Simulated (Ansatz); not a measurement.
## SnO (litharge type, space group P4/nmm): energy against volume

SnO (litharge type, space group P4/nmm)

Space group P4/nmm, origin choice 1 (No. 129); a = b = 3.8371 Å, c = 4.7586 Å, α = β = γ = 90.00°

```csv
atom,site,symmetry,x,y,z
Sn,2c,4mm,0.5000,0.0000,0.2434
O,2a,-4m2,0.0000,0.0000,0.0000
```

E(V) scan at fixed shape, V₀ the volume above. The atoms relax within the cell's symmetry.

Level of theory: PBE-D3(BJ) (plane waves to 420 eV, PAW, scalar-relativistic; Ansatz, a program for electronic structure). k mesh 12×12×10 (Γ-centred), Fermi-Dirac smearing 0.05 eV. Energies are smeared free energies. Stress and pressure are positive under compression. With the shape held, the modulus is that of even scaling; a crystal free to change shape is softer. At this level the bands of SnO touch or barely overlap; measurements give the solid a gap. SnO was relaxed with its symmetry unable to fall. The zero of ΔE is the relaxed starting cell.

| V/V₀ | ΔE (eV/atom) | P (GPa) |
|---|---|---|
| 0.940 | 0.010 | 3.3 |
| 0.950 | 0.007 | 2.7 |
| 0.960 | 0.005 | 2.1 |
| 0.970 | 0.003 | 1.6 |
| 0.980 | 0.001 | 1.0 |
| 0.990 | 0.000 | 0.5 |
| 1.000 | 0.000 | 0.0 |
| 1.010 | 0.000 | -0.5 |
| 1.020 | 0.001 | -0.9 |
| 1.030 | 0.002 | -1.4 |
| 1.040 | 0.004 | -1.8 |
| 1.050 | 0.006 | -2.2 |
| 1.060 | 0.009 | -2.6 |

Key numbers:

The pressure at the smallest volume is 3.3 GPa and the energy cost of the largest compression is 10 meV/atom. The energy cost of the largest expansion is 9 meV/atom and the bulk modulus at fixed cell shape B₀ (third-order Birch-Murnaghan fit) comes out as 48.7 GPa. The pressure derivative B₀′ (fit) is 2.9 and the equilibrium volume of the fit comes out as 17.52 Å³/atom. The pressure for 5 % compression (fit) is 2.7 GPa.

The 13 points together took around 9 core-minutes (rough).

(Under strain, the slope of the energy per volume gives the stress and its curvature an elastic modulus.)
